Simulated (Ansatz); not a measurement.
All numbers below come from DFT PBE, scalar-relativistic, plane waves, PAW (Ansatz). Settings: cutoff 420 eV, Γ-centred meshes spaced at most about 0.3 Å⁻¹, and about 0.25 Å⁻¹ or finer for metals (2π included), Gaussian smearing. No spin polarisation in the final relaxations.

All energies are static (0 K, no zero-point motion).

Two forms of Nb₂B₃C were relaxed alike.

1.

Space group P6/mmm (No. 191). a = 4.335 Å, b = 4.335 Å, c = 6.002 Å, α = 90.00°, β = 90.00°, γ = 120.00°
| atom | site | symmetry | x | y | z |
| --- | --- | --- | --- | --- | --- |
| Nb | 2c | -6m2 | 0.3333 | 0.6667 | 0.0000 |
| B | 2e | 6mm | 0.0000 | 0.0000 | 0.7589 |
| B | 1b | 6/mmm | 0.0000 | 0.0000 | 0.5000 |
| C | 1a | 6/mmm | 0.0000 | 0.0000 | 0.0000 |

2.

Space group P6/mmm (No. 191). a = 4.449 Å, b = 4.449 Å, c = 4.026 Å, α = 90.00°, β = 90.00°, γ = 120.00°
```
atom  site  symmetry       x       y       z
  Nb    2c      -6m2  0.3333  0.6667  0.0000
   B    3g       mmm  0.5000  0.0000  0.5000
   C    1a     6/mmm  0.0000  0.0000  0.0000
```

Question: Which would you expect to be lower, and how large is the difference?

Answer: Cell 2 is lower, by 133 meV/atom. Cell 1 has space group P6/mmm (No. 191), 16.3 Å³/atom and no gap on its mesh; cell 2 has space group P6/mmm (No. 191), 11.5 Å³/atom and no gap. Cell 1 holds B–B units of three or more atoms (shortest 1.55 Å); in cell 2 the shortest B–B distance is 2.22 Å, near bonding range too. The denser one is the lower, and pressure would at first widen the difference. Even the lower one lies +0.95 eV/atom against the reference forms of the elements (uncorrected), so neither is stable at this level. In cell 1, around Nb lie 3 C at 2.50 Å, 3 Nb at 2.50 Å and 6 B at 2.89 Å; B on a site of symmetry 6mm has 1 C at 1.45 Å, 1 B at 1.55 Å, 6 Nb at 2.89 Å and 1 B at 2.89 Å; around C lie 2 B at 1.45 Å and 6 Nb at 2.50 Å; 1 more site not described. In cell 2, around Nb lie 6 B at 2.39 Å, 3 Nb at 2.57 Å and 3 C at 2.57 Å; B is surrounded by 4 B at 2.22 Å and 4 Nb at 2.39 Å; C has 6 Nb at 2.57 Å. Both come from invented guesses. A third cell relaxed alike, in P4/mmm, lies 0.60 eV/atom below the lower of the two.

Cells relaxed within their symmetry can be saddle points.
